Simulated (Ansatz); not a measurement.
A relaxed structure of SnO₂. All values below come from r2SCAN (plane waves to 500 eV, PAW, scalar-relativistic; Ansatz, a program for electronic structure).

```cif
data_O4Sn2
_chemical_formula_sum 'O4 Sn2'
_space_group_name_H-M_alt 'P 1'
_space_group_IT_number 1
_cell_length_a 5.83274
_cell_length_b 5.83274
_cell_length_c 5.83274
_cell_angle_alpha 139.919
_cell_angle_beta 139.919
_cell_angle_gamma 57.976
loop_
_space_group_symop_operation_xyz
  'x, y, z'
loop_
_atom_site_label
_atom_site_type_symbol
_atom_site_fract_x
_atom_site_fract_y
_atom_site_fract_z
_atom_site_occupancy
O1 O 0.54639 0.04639 0.50000 1
O2 O 0.20361 0.20361 0.00000 1
O3 O 0.79639 0.79639 0.00000 1
O4 O 0.95361 0.45361 0.50000 1
Sn1 Sn 0.75000 0.25000 0.50000 1
Sn2 Sn 0.00000 0.00000 0.00000 1
```

Q: Find the space group and the Wyckoff positions (tolerance 0.01 Å).

A: Space group I4₁/amd, origin choice 1 (No. 141); a = 3.9976 Å, b = 3.9976 Å, c = 10.2040 Å, α = 90.00°, β = 90.00°, γ = 90.00°

```tsv
atom	site	symmetry	x	y	z
O	8e	2mm.	0.0000	0.0000	0.2036
Sn	4a	-4m2	0.0000	0.0000	0.0000
```

This is the anatase type.

Q: Give the shortest distances between elements (the closest pairs, up to four, under 3.6 Å).

A: O–Sn 2.05 Å; O–O 2.56 Å; Sn–Sn 3.24 Å.

```yaml
volume_per_atom: 13.59 Å³
density: 6.14 g/cm³
band_gap: 2.35 eV, indirect (valence top at P, conduction bottom at Γ) (no spin-orbit coupling)
smallest_direct_gap: 2.77 eV at Γ
```

No spin polarisation in the result.

The run could not lose the symmetry of its start.

The first start was generated by placing the elements on the sites of a structure type. Materials Project lists a structure of SnO2 in the same space group, I4₁/amd (No. 141); the sites were not compared with it, nor with measured phases. Known forms of SnO2 include space group No. 136.
